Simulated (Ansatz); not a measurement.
# SiSn$_{2}$: from a first guess to the relaxed fluorite type

First guess:

```xyz
3
Lattice="0.0000 3.0693 3.0693 3.0693 0.0000 3.0693 3.0693 3.0693 0.0000" Properties=species:S:1:pos:R:3 pbc="T T T"
Si    0.0000    0.0000    0.0000
Sn    1.5346    1.5346    1.5346
Sn    4.6039    4.6039    4.6039
```

These are results of DFT, PBE, PAW with Ansatz's default frozen-core files, scalar-relativistic (Ansatz 0.2.0), not measurements.

Cell and atoms relax within the symmetry of the start on a 10×10×10 k mesh with 0.05 eV Fermi–Dirac smearing.

The start is built from a prototype, known or not as a phase of this compound; the cutoff is 420 eV.

No spin–orbit coupling, which matters for the heavy atoms here.

Problem. What is the pressure of the first guess?

Solution. 30.2 GPa.

Problem. What does it relax to?

Solution. a = 6.830 Å, b = 6.830 Å, c = 6.830 Å, α = 90.00°, β = 90.00°, γ = 90.00° (conventional cell), 26.55 Å³ per atom:
```
CELL_PARAMETERS angstrom
0.00000 3.41483 3.41483
3.41483 0.00000 3.41483
3.41483 3.41483 0.00000
ATOMIC_POSITIONS crystal
Si 0.00000 0.00000 0.00000
Sn 0.25000 0.25000 0.25000
Sn 0.75000 0.75000 0.75000
```

Problem. How much energy does the relaxation release?

Solution. 505 meV/atom.
